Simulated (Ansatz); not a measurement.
**Clamped-ion strain scan in WC**

Method: DFT r2SCAN, scalar-relativistic, plane waves, PAW (Ansatz 0.2.0). Cutoff 500 eV, Γ-centred 18×18×16 k-points, Gaussian smearing of 0.15 eV. Spin–orbit coupling is left out, which can shift energies with elements as heavy as these. No spin polarisation. Energies are free energies at this smearing, counted from the undisturbed cell; pressure is positive in compression.

The starting cell (as given, not relaxed at this level; it stands at 4.3 GPa):

```xyz
2
Lattice="2.9005 0.0000 0.0000 -1.4503 2.5119 0.0000 0.0000 0.0000 2.8290" Properties=species:S:1:pos:R:3 pbc="T T T"
W     2.9005    0.0000    0.0000
C     1.4503    0.8373    1.4145
```

The cell is strained by ε times the Voigt pattern (1, -1, 0, 0, 0, 0) (xx, yy, zz, yz, xz, xy; engineering shear) with fractional coordinates fixed. The cell is metallic on the mesh throughout.

```
      ε  ΔE (meV/atom) stress summed along the pattern (GPa, tension positive) pressure (GPa)
-0.0200           14.1                                                   -21.94             4.8
-0.0150            7.9                                                   -16.29             4.6
-0.0100            3.5                                                   -10.81             4.4
-0.0050            0.9                                                    -5.40             4.3
 0.0000            0.0                                                     0.00             4.3
 0.0050            0.9                                                     5.34             4.3
 0.0100            3.4                                                    10.50             4.4
 0.0150            7.7                                                    15.45             4.6
 0.0175           10.4                                                    17.88             4.7
 0.0200           13.5                                                    20.29             4.8
```